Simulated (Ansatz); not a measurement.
SnO2:
```
SnO2
1.0
    4.75989     0.00000     0.00000
    0.00000     4.75989     0.00000
    0.00000     0.00000     3.20084
Sn O
2 4
Direct
  0.00000   0.00000   0.00000
  0.50000   0.50000   0.50000
  0.30591   0.30591   0.00000
  0.80591   0.19409   0.50000
  0.19409   0.80591   0.50000
  0.69409   0.69409   0.00000
```

Relaxed with r²SCAN.

**Question.** Which orbitals make up the states near the band edges in r²SCAN in the plane-wave PAW code Ansatz?

**Answer.** Top 1 eV of the valence band: O 2p 98 %. Bottom 1 eV of the conduction band: Sn 5s 56 %, O 2s 26 %, O 2p 14 %. Projections are on Löwdin-orthogonalised atomic valence shells; empty p or d shells of many metals are not among them.

**Question.** Tabulate the density of states.

**Answer.** States/eV per cell of 6 atoms, in 0.25 eV bins, energy from the valence-band maximum.

```csv
E (eV),total,O 2p,Sn 5s,Sn 5p
-7.85,0.66,0.39,0.23,0.01
-7.60,1.44,0.86,0.49,0.05
-7.35,2.34,1.41,0.78,0.08
-7.10,1.87,1.13,0.58,0.07
-6.85,1.93,1.17,0.57,0.08
-6.60,1.62,0.99,0.47,0.06
-6.35,1.07,0.66,0.29,0.04
-6.10,1.23,0.78,0.29,0.07
-5.85,1.00,0.64,0.22,0.06
-5.60,0.87,0.57,0.18,0.05
-5.35,1.26,0.89,0.12,0.19
-5.10,1.86,1.37,0.10,0.33
-4.85,2.47,1.84,0.09,0.46
-4.60,2.45,1.84,0.08,0.43
-4.35,2.78,2.13,0.08,0.48
-4.10,3.51,2.74,0.06,0.61
-3.85,4.35,3.42,0.07,0.71
-3.60,3.47,2.77,0.05,0.52
-3.35,3.42,2.78,0.05,0.46
-3.10,3.01,2.50,0.03,0.35
-2.85,3.29,2.81,0.02,0.32
-2.60,2.85,2.45,0.02,0.25
-2.35,2.89,2.52,0.02,0.22
-2.10,3.57,3.18,0.02,0.21
-1.85,4.34,4.00,0.02,0.15
-1.60,5.26,4.97,0.02,0.10
-1.35,6.54,6.25,0.01,0.06
-1.10,9.05,8.77,0.02,0.04
-0.85,10.23,10.01,0.01,0.04
-0.60,3.82,3.74,0.00,0.02
-0.35,1.21,1.19,0.00,0.01
-0.10,0.29,0.28,0.00,0.00
0.15,0.00,0.00,0.00,0.00
0.40,0.00,0.00,0.00,0.00
0.65,0.00,0.00,0.00,0.00
0.90,0.00,0.00,0.00,0.00
1.15,0.00,0.00,0.00,0.00
1.40,0.00,0.00,0.00,0.00
1.65,0.00,0.00,0.00,0.00
1.90,0.00,0.00,0.00,0.00
2.15,0.03,0.00,0.02,0.00
2.40,0.06,0.01,0.03,0.00
2.65,0.08,0.01,0.04,0.00
2.90,0.11,0.02,0.05,0.01
3.15,0.13,0.03,0.07,0.01
3.40,0.17,0.04,0.08,0.01
3.65,0.20,0.05,0.10,0.01
3.90,0.25,0.06,0.11,0.02
4.15,0.30,0.08,0.14,0.02
4.40,0.36,0.10,0.16,0.03
4.65,0.50,0.15,0.22,0.04
4.90,0.59,0.18,0.27,0.05
5.15,0.66,0.20,0.30,0.05
5.40,0.94,0.29,0.44,0.07
5.65,1.80,0.53,0.86,0.17
5.90,1.95,0.58,0.92,0.21
6.15,1.72,0.52,0.80,0.18
6.40,1.55,0.49,0.72,0.16
6.65,1.44,0.47,0.69,0.13
```

Space group P4_2/mnm (rutile). The cell was relaxed with r²SCAN under the symmetry of its start. Scalar-relativistic: spin–orbit coupling is off unless named, which matters more the heavier the elements.

Potentials: the later of the program's two PAW sets.
